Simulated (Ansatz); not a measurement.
Mg2FeH6 (space group Fm-3m)

```
Mg2FeH6
1.0
    0.00000     3.17202     3.17202
    3.17202     0.00000     3.17202
    3.17202     3.17202     0.00000
Mg Fe H
2 1 6
Direct
  0.25000   0.25000   0.25000
  0.75000   0.75000   0.75000
  0.00000   0.00000   0.00000
  0.75561   0.24439   0.75561
  0.24439   0.75561   0.24439
  0.75561   0.24439   0.24439
  0.24439   0.75561   0.75561
  0.75561   0.75561   0.24439
  0.24439   0.24439   0.75561
```

The slice is a {100} plane (indices of the conventional cell) through the point (0.756, 0.756, 0.244) (fractional), spanned by u = [100] and v = [0 1 -1] in vectors of this cell: u (4.49 Å) and v (4.49 Å, at 90° to u). It covers one period; positions are fractions (u, v).

All values below come from PBEsol (plane waves to 420 eV, PAW, scalar-relativistic; Ansatz, a first-principles code). k mesh 9×9×9. Near the nuclei the fields are pseudised (PAW); where an atom keeps semicore shells as valence, they peak there. Mg2FeH6 is run without spin polarisation. Mg2FeH6 was relaxed with its symmetry unable to fall.

Question: What is the ELF at the density minimum of the shortest Fe–H line in this plane (1.55 Å)?

Answer: 0.3.

Question: Predict the map of the electrostatic potential energy of an electron, from the cell's mean on the slice.

Answer: 
```
|xxxxx**#**xxxxxxxx*%%@%%xxxx|
|xxxx*#####xxxxxxxx#%@@@%#xxx|
|xxxx##%%%##xxxxxx#%@@@@@%xxx|
|xx*#########xxxx#%@@@@@@%%#x|
|###############%%@@@@@@@@@%%|
|%%%#########%%%%@@@@@@@@@@@%|
|%%%####*####%%%@@@@@@@@@@@@@|
|%%%#########%%%@@@@@@@@@@@@%|
|%#############%%%@@@@@@@@@%%|
|x*###########xx#%%@@@@@@@%##|
|xxx*##%%%##xxxxxx#%@@@@@%#xx|
|xxxx##%%##xxxxxxxx%%@@@%#xxx|
|xxxxx####*xxxxxxxx#%%@%%xxxx|
|xxxxx+=+++xxxxxxxxx%%@%#xxxx|
|xxxxx.   .xxxxxxxxx%%%%#xxxx|
|xxxxx     xxxxxxxx*#%%%#xxxx|
|xxxx  xxx  xxxxxxx#######xxx|
|xxx xxxxxx  xxxxx#########xx|
|=   xxxxxxx  .+*###########*|
|=  xxxxxxxxx  +##%#######%#*|
|=  xxxxxxxxx  +#%%###*###%#*|
|=  xxxxxxxxx  +##%#######%#*|
|=  xxxxxxxx  .+*###########*|
|xx  xxxxxxx xxxx##########*x|
|xxxx xxxx  xxxxxx*#######xxx|
|xxxx      xxxxxxxx##%%%#*xxx|
|xxxxx     xxxxxxxx*%%%%#xxxx|
|xxxxx=-===xxxxxxxxx%%@%#xxxx|
```
Scale: ten equal steps from 0.00 (start of ' ') to 8.97 (end of '@'), in the order ' .:-=+*#%@'. Values: electrostatic potential energy of an electron, from the cell's mean, in eV. The map has 28 points along u (one character each, u = 0 at the left) and 28 along v (v = 0 in the bottom row). Points within 0.7 Å of a nucleus are blanked (x), as the pseudised field means little there. Values under 0 eV are set to 0. The zero, the cell's mean, hangs on the PAW cores.
